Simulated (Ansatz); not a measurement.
Input:

TiRh:
```cif
data_RhTi
_chemical_formula_sum 'Ti1 Rh1'
_space_group_name_H-M_alt 'P4/mmm'
_space_group_IT_number 123
_space_group_name_Hall '-P 4 2'
_cell_length_a 2.92650
_cell_length_b 2.92650
_cell_length_c 3.37013
_cell_angle_alpha 90.000
_cell_angle_beta 90.000
_cell_angle_gamma 90.000
loop_
_atom_site_label
_atom_site_type_symbol
_atom_site_symmetry_multiplicity
_atom_site_Wyckoff_symbol
_atom_site_fract_x
_atom_site_fract_y
_atom_site_fract_z
_atom_site_occupancy
Ti1 Ti 1 d 0.50000 0.50000 0.50000 1
Rh1 Rh 1 a 0.00000 0.00000 0.00000 1
```

This is the PBEsol-relaxed structure.

**Question.** All from plane-wave PAW PBEsol (Ansatz code), unless another level is named. Predict the density of states at the Fermi level.

**Answer.** 1.3 states/eV per atom (mean over ±0.08 eV).

**Question.** And the formation energy from the elements (no fitted shifts)?

**Answer.** -0.74 eV/atom.

**Question.** And the gap with spin–orbit coupling?

**Answer.** none (metallic).

The first step of the workflow began from a Materials Project structure, measured or hypothetical; the Crystallography Open Database files this formula in space group No. 123, but the cells were not matched. Whether it is the stable phase at ambient conditions was not checked. The PBEsol relaxation kept the symmetry of its start; of distortions, only those at the zone centre were tested. No spin polarisation was allowed. The references are the lowest solids computed at this level, not always the standard phases. Spin–orbit coupling is left out wherever it is not named.

Potentials: the later of the program's two PAW sets.
